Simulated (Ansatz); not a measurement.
An Ansatz (a quantum-chemistry and plane-wave program) input:

Ansatz 0.2 input:
```yaml
crystal:
  lattice:
    - [1.6010903853, 0.9243899649, 5.6442409517]
    - [-1.6010903853, 0.9243899649, 5.6442409517]
    - [0.0, -1.8487799299, 5.6442409517]
  atoms:
    - { symbol: Sc, position: [0.5, 0.5, 0.5] }
    - { symbol: Cu, position: [0.0, 0.0, 0.0] }
    - { symbol: O, position: [0.8930015741, 0.8930015741, 0.8930015741] }
    - { symbol: O, position: [0.1069984259, 0.1069984259, 0.1069984259] }
kpoints:
  mp_grid: { grid: [7, 7, 7] }
hamiltonian:
  xc: hse06
  pseudopotentials: { kind: paw }
scf:
  n_extra_bands: 6
  occupations: { method: fixed }
output:
  eigenvalues: true
  eigenstates:
    e_range: [-9.0, 11.3]
    kpoints:
      - [0.0, 0.0, 0.5]  # VBM
      - [0.0, 0.0, 0.5]  # CBM
      - [0.0, 0.0, 0.0]  # GAMMA
      - [0.5, 0.5, 0.5]  # T
      - [0.5, 0.0, 0.0]  # L
      - [0.5, 0.0, 0.5]  # F
      - [0.3422741687, -0.3422741687, 0.0]  # S_0
      - [0.6577258313, 0.0, 0.3422741687]  # S_2
      - [0.5, -0.1845483374, 0.1845483374]  # H_0
      - [0.8154516626, 0.1845483374, 0.5]  # H_2
```

### Question
How many symmetry operations and irreducible k-points will the run report?

### Answer
12 operations, 44 of 343 k-points.

### Question
With a cutoff of 420 eV, how many plane waves at Γ?

### Answer
1003.

It took roughly 8 core-minutes on shared server cores.

The points marked VBM and CBM come from a semilocal run.

Space group R-3m. The workflow started from a Materials Project entry (that database holds measured and hypothetical structures alike); the Crystallography Open Database files this formula in space group No. 166, but the cells were not matched. Its standing as an ambient phase is unchecked. The cell was relaxed with PBEsol under the symmetry of its start; its stability against distortions is not shown here. The run is not spin-polarised. No Hubbard U is applied.

Potentials: the later of the program's two PAW sets.

Ansatz is a plane-wave DFT program.
